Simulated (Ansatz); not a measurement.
Li₄NCl:
Space group R-3m, hexagonal axes (No. 166); a = 3.6243 Å, b = 3.6243 Å, c = 19.7146 Å, α = 90.00°, β = 90.00°, γ = 120.00°

```tsv
atom	site	symmetry	x	y	z
Li	6c	3m	0.0000	0.0000	0.0966
Li	6c	3m	0.0000	0.0000	0.3443
N	3a	-3m	0.0000	0.0000	0.0000
Cl	3b	-3m	0.0000	0.0000	0.5000
```
(The calculation used a cell of 6 atoms; values per cell refer to that cell.)

Relaxed with r²SCAN. The program Ansatz at the r²SCAN level (PAW) gives a gap of 2.27 eV.

Problem. What gap does HSE06 give on the same cell (Ansatz, PAW)?

Solution. 2.84 eV, 0.57 eV more. The hybrid was solved on a coarser mesh and at special points; the gap given is the minimum over both.

Cost on shared cores: the r²SCAN run (SCF on a 9×9×9 mesh, then bands and DOS) around 60 core-seconds (rough), the HSE06 run (SCF on 5×5×5, then a few points) around 50 core-seconds (rough); the tasks are unlike.

The first step of the workflow began from a Materials Project structure, measured or hypothetical; the Crystallography Open Database copy checked does not list it. Whether it is the stable phase at ambient conditions was not checked. The cell was relaxed with r²SCAN under the symmetry of its start; its stability against distortions is not shown here.

Potentials: the later of the program's two PAW sets.
